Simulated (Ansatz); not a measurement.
A trial cell of Na2Hg went into the relaxation workflow.

The guess for Na2Hg was made by a generator: random sheet by layer group and Wyckoff sites. The dimensions are guesses.

This is a two-dimensional sheet: the third axis spans vacuum and isn't periodic.

```
Na Hg
1.0
     8.57121    0.00000    0.00000
    -4.28561    7.42289    0.00000
     0.00000    0.00000   15.00000
Na Hg
4 2
Direct
  0.50000 0.00000 0.50000
  0.00000 0.50000 0.50000
  0.50000 0.50000 0.50000
  0.00000 0.00000 0.50000
  0.33333 0.66667 0.49647
  0.66667 0.33333 0.50353
```

All numbers below come from DFT PBE, scalar-relativistic, plane waves, PAW (Ansatz).

Input of the final relaxation:

```yaml
crystal:
  lattice:
    - [8.8080792213, 2.966e-07, 0.0]
    - [-4.4040398675, 7.6280202159, 0.0]
    - [0.0, 0.0, 28.387093389]
  atoms:
    - { symbol: Na, position: [0.5, 0.0, 0.2642045769] }
    - { symbol: Na, position: [0.0, 0.5, 0.2642045769] }
    - { symbol: Na, position: [0.5, 0.5, 0.2642045769] }
    - { symbol: Na, position: [0.0, 0.0, 0.2642045769] }
    - { symbol: Hg, position: [0.3333333333, 0.6666666667, 0.2030292066] }
    - { symbol: Hg, position: [0.6666666667, 0.3333333333, 0.3253799473] }
  periodic: [true, true, false]
basis:
  ecutwfc: 420
kpoints:
  mp_grid: { grid: [6, 6, 1] }
hamiltonian:
  xc: pbe
scf:
  occupations: { method: gaussian, width: 0.1 }
output:
  forces: true
  stress: true
  eigenvalues: true
  write_density: true
  write_potential: true
  elf: true
  volumetric_format: npy
relax:
  adjacent_minimum: "off"
  f_tol: 0.01
  max_steps: 80
  cell: { stress_2d_tol: 0.02 }
```

```bash
ansatz run input.yaml --threads 1 --pin off --max-ram 2560MiB --backend cpu --events-out ev --progress --plain --runs-dir out
```

Last lines of the log:

```
  atom   4  Na     0.00000000     0.00000000     0.00000000
  atom   5  Hg     0.00000000     0.00000000    -0.09793938
  atom   6  Hg     0.00000000     0.00000000     0.09793938
--- 2D stress c σ (N/m, compression-positive) ---
       -0.616368       0.000000       0.000000
        0.000000      -0.616368       0.000000
        0.000000       0.000000       0.000000
  P = ½ c Tr σ = -0.6164 N/m
--- Band table (eV; the first three rows and the last of 7) ---
  k-point 0: bands = ["-118.4248", "-118.4248", "-66.8696", "-66.8696", "-66.8696", "-66.8696", "-66.8690", "-66.8690", "-56.7971", "-56.7391", "-56.7389", "-56.7389", "-28.7301", "-28.7065", "-28.7065", "-28.6677", "-28.6667", "-28.6667", "-28.6584", "-28.6529", "-28.6529", "-28.6484", "-28.6484",
  k-point 1: bands = ["-118.4248", "-118.4248", "-66.8696", "-66.8696", "-66.8696", "-66.8696", "-66.8690", "-66.8690", "-56.7971", "-56.7391", "-56.7389", "-56.7389", "-28.7301", "-28.7064", "-28.7064", "-28.6676", "-28.6668", "-28.6667", "-28.6579", "-28.6529", "-28.6526", "-28.6488", "-28.6485",
  k-point 2: bands = ["-118.4248", "-118.4248", "-66.8696", "-66.8696", "-66.8696", "-66.8696", "-66.8690", "-66.8690", "-56.7971", "-56.7390", "-56.7389", "-56.7389", "-28.7301", "-28.7064", "-28.7062", "-28.6675", "-28.6669", "-28.6667", "-28.6568", "-28.6530", "-28.6519", "-28.6500", "-28.6492",
  k-point 6: bands = ["-118.4248", "-118.4248", "-66.8696", "-66.8696", "-66.8696", "-66.8696", "-66.8690", "-66.8690", "-56.7971", "-56.7390", "-56.7390", "-56.7389", "-28.7301", "-28.7062", "-28.7062", "-28.6672", "-28.6672", "-28.6667", "-28.6546", "-28.6546", "-28.6511", "-28.6504", "-28.6492",
  the weakly bound empty levels are not read free of the cell's end (walk_step)
End of that report.
Error: this geometry's ions and any external_charges that add to its thickness leave 10.18 Å inside the cut of a slab, less than keeps its energies, forces and levels apart from the length of the vector that does not repeat. The run stands on 30.7 Å: of a walk, start a new run from the last geometry
```

Problem. What happened?

Solution. The program stopped on purpose. The sheet grew thicker as it relaxed, so half the box height, where the images are cut off, exceeded its thickness by only 10.18 Å, too little to keep the results free of the box's height. A new run from the last geometry lets the program choose a taller box. It had made 5 ionic steps, with the energy down by 0.096 eV/atom and the largest force component at 0.098 eV/Å. No property of the compound can be read from it.

Time: 4.1 min on 1 thread of Arm Neoverse V2, with other jobs on the host, peak memory 1.6 GiB.
